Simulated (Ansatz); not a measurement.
Zr, one structure, two calculations

Cell: a structure deposited in the COD, whose atoms a relaxation with PBE at fixed cell left in place.

```
Zr
1.0
     3.23200    0.00000    0.00000
    -1.61600    2.79899    0.00000
     0.00000    0.00000    5.14700
Zr
2
Direct
  0.33333 0.66667 0.25000
  0.66667 0.33333 0.75000
```

Atoms are numbered from 1 in the order listed; like atoms form one site, named after its first atom.

First run. Method: Kohn–Sham DFT in Ansatz, PBE, plane waves and PAW, scalar-relativistic, 420 eV cutoff, Γ-centred 12×12×7 k-points, Fermi–Dirac smearing 0.05 eV.

| site | atom | V_zz (10²¹ V/m²) | η |
| --- | --- | --- | --- |
| Zr | 1 | 4.15 | 0.00 |

Second run. The same atoms and settings, except that the functional is r2SCAN and the cutoff is 500 eV.

Q: Given the first result, estimate the second.

A: 

```json
{"site": "Zr", "atom": "1", "V_zz": "4.45", "η": "0.00", "change of V_zz": "+0.30"}
```

The largest change of V_zz is on Zr, from 4.15 to 4.45.

With no gap above 0.1 eV, as in a metal, the gradients converge slowly in k; expect changes of a tenth or more on a denser mesh. Without spin–orbit coupling (the program notes it for Zr) the gradients can shift somewhat, as the gap is small.
